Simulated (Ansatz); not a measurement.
Property card for C

C:
```yaml
crystal:
  lattice:
    - [3.55662, 0.00000, 0.00000]
    - [-1.77831, 3.08012, 0.00000]
    - [0.00000, 0.00000, 3.35744]
  atoms:
    - { symbol: C, position: [0.23240, 0.46480, 0.25000] }
    - { symbol: C, position: [0.53520, 0.76760, 0.58333] }
    - { symbol: C, position: [0.23240, 0.76760, 0.91667] }
    - { symbol: C, position: [0.76760, 0.53520, 0.75000] }
    - { symbol: C, position: [0.46480, 0.23240, 0.08333] }
    - { symbol: C, position: [0.76760, 0.23240, 0.41667] }
```

Space group P6_122 (No. 178); conventional cell a = b = 3.557 Å, c = 3.357 Å, α = β = 90.00°, γ = 120.00°.

Method: DFT-PBEsol in the program Ansatz with PAW potentials. The cell and atoms are relaxed at this level. Other levels are named where they apply.

**Cell and energy**

```json
{
  "volume_per_atom": "6.13 Å³",
  "density": "3.25 g/cm³"
}
```

**Electronic structure**

```json
{
  "band_gap": "3.98 eV (indirect)",
  "valence_band_maximum": "on the L–M line, 8 % of the way from L",
  "conduction_band_minimum": "on the Γ–A line, 39 % of the way from Γ (2 equivalent valleys)",
  "smallest_direct_gap_on_the_standard_path": "4.83 eV",
  "electron_effective_mass": "0.29, 5.5, 5.5 mₑ (principal values)",
  "HSE06 gap on the PBEsol cell": "5.38 eV"
}
```

**Mechanics**

```json
{
  "Bulk modulus (Birch–Murnaghan fit)": "401 GPa",
  "Pressure derivative B′": "3.7",
  "Elastic constants (relaxed ions, GPa)": "C11 = 930, C12 = 187, C13 = 134, C33 = 861, C44 = 499",
  "mechanical_stability": "stable (all eigenvalues of C positive)",
  "hill_bulk_and_shear_moduli": "403 and 421 GPa",
  "Young's modulus": "937 GPa",
  "Poisson's ratio": "0.11",
  "debye_temperature_from_the_elastic_constants": "2030 K",
  "Piezoelectric stress constants (proper, relaxed ions, C/m²)": "e14 = -0.10, e25 = 0.10"
}
```

**Dielectric response**

```json
{
  "Electronic dielectric constant ε∞ (DFPT)": "5.27 (xx = yy), 5.41 (zz)"
}
```

**Phonons**

```json
{
  "highest_zone_centre_frequency": "1227 cm⁻¹",
  "zone_centre_stability": "no imaginary mode at Γ",
  "dynamical_stability_on_the_path": "stable (no imaginary branch)",
  "zero_point_energy": "176.0 meV/atom",
  "Vibrational entropy at 300 K": "2.6 J/(K·mol of atoms)"
}
```

The start of the workflow was typed in or built on a structure type; neither database checked (COD, Materials Project) lists it. It is not the phase usual at ambient conditions (space group No. 194, 227). The cell was relaxed with PBEsol under the symmetry of its start. Signs of piezoelectric constants follow the polarity of the cell as given.

Potentials: the later of the program's two PAW sets.
